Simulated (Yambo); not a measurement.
```xyz
4
Lattice="-2.4297 2.4297 5.8830 2.4297 -2.4297 5.8830 2.4297 2.4297 -5.8830" Properties=species:S:1:pos:R:3 pbc="T T T"
I      0.0000     0.0000     7.6575
I      0.0000     0.0000     4.1084
Hg     0.0000     0.0000    10.4445
Hg     0.0000     0.0000     1.3214
```

HgI (space group I4/mmm, No. 139): mean Im ε in 1 eV windows above the direct gap of 2.66 eV, for different electron-hole kernels (Yambo, broadening 0.15 eV, PBEsol (Quantum ESPRESSO, PseudoDojo norm-conserving, 70 Ry, without SOC) bands; 4×4×4 mesh, 17 valence and 8 conduction bands, static screening with 83 bands and a 4 Ry block, scissor 0.81 eV, Tamm-Dancoff; field along x).

```csv
window (eV),independent quasiparticles,BSE
2.7 to 3.7,3.4,5.9
3.7 to 4.7,5.5,9.0
4.7 to 5.7,9.1,6.4
5.7 to 6.7,5.7,4.4
6.7 to 7.7,4.3,3.0
7.7 to 8.7,3.5,2.8
```

This run doesn't resolve bound excitons or single peaks, so only averages are given, and they too depend on the mesh; weight that the attraction moves below the gap isn't listed. All transitions below 9.14 eV are in the band window. The scissor comes from a G0W0 run whose convergence isn't established.

Spin-orbit coupling is left out, which matters for elements this heavy: edges can move by tenths of an eV.

Geometry relaxed with PBE+D3(BJ).
